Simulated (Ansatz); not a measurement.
Method: DFT PBE, scalar-relativistic, plane waves, PAW in Ansatz 0.2.0. All cells share a 420 eV cutoff and Γ-centred k meshes spaced at most about 0.3 Å⁻¹ (about 0.25 or finer for metals, 2π included). Collinear spin in cells that started with moments and kept them past the coarse steps, no spin elsewhere.

These are static total energies at zero pressure.

Compare these two cells of Al4Co3Ni, each relaxed at this level.

A. (site moments Co 0.3 (×2) μB)

```yaml
crystal:
  lattice:
    - [5.73351, 0.00000, 0.00000]
    - [0.00000, 5.73351, 0.00000]
    - [0.00000, 0.00000, 2.85998]
  atoms:
    - { symbol: Al, position: [0.24781, 0.75219, 0.00000] }
    - { symbol: Al, position: [0.24781, 0.24781, 0.00000] }
    - { symbol: Al, position: [0.75219, 0.75219, 0.00000] }
    - { symbol: Al, position: [0.75219, 0.24781, 0.00000] }
    - { symbol: Co, position: [0.50000, 0.00000, 0.50000] }
    - { symbol: Co, position: [0.00000, 0.00000, 0.50000] }
    - { symbol: Co, position: [0.00000, 0.50000, 0.50000] }
    - { symbol: Ni, position: [0.50000, 0.50000, 0.50000] }
```

B. (site moments Co 0.3, 0.5, -0.3 μB)

```yaml
crystal:
  lattice:
    - [2.86973, 0.00000, 0.00000]
    - [0.00000, 5.68519, 0.00000]
    - [0.00000, 0.00000, 5.76866]
  atoms:
    - { symbol: Al, position: [0.50000, 0.24753, 0.24787] }
    - { symbol: Al, position: [0.50000, 0.75247, 0.24787] }
    - { symbol: Al, position: [0.50000, 0.24753, 0.75213] }
    - { symbol: Al, position: [0.50000, 0.75247, 0.75213] }
    - { symbol: Co, position: [0.00000, 0.00000, 0.00000] }
    - { symbol: Co, position: [0.00000, 0.00000, 0.50000] }
    - { symbol: Co, position: [0.00000, 0.50000, 0.00000] }
    - { symbol: Ni, position: [0.00000, 0.50000, 0.50000] }
```

Problem. Which magnetic state is lower, and by how much?

Solution. They are level within the accuracy (under 1 meV/atom apart). The two are one arrangement of atoms in two magnetic states, so this is the energy between those states, with the strain that each brings. A has space group P4/mmm (No. 123), 11.8 Å³/atom and no gap on its mesh; B has space group Pmmm (No. 47), 11.8 Å³/atom and no gap. Both come from invented guesses.

The k mesh leaves some 4 meV/atom of noise in the energy of each metallic cell. Another magnetic order may lie lower. Cells relaxed within their symmetry can be saddle points.
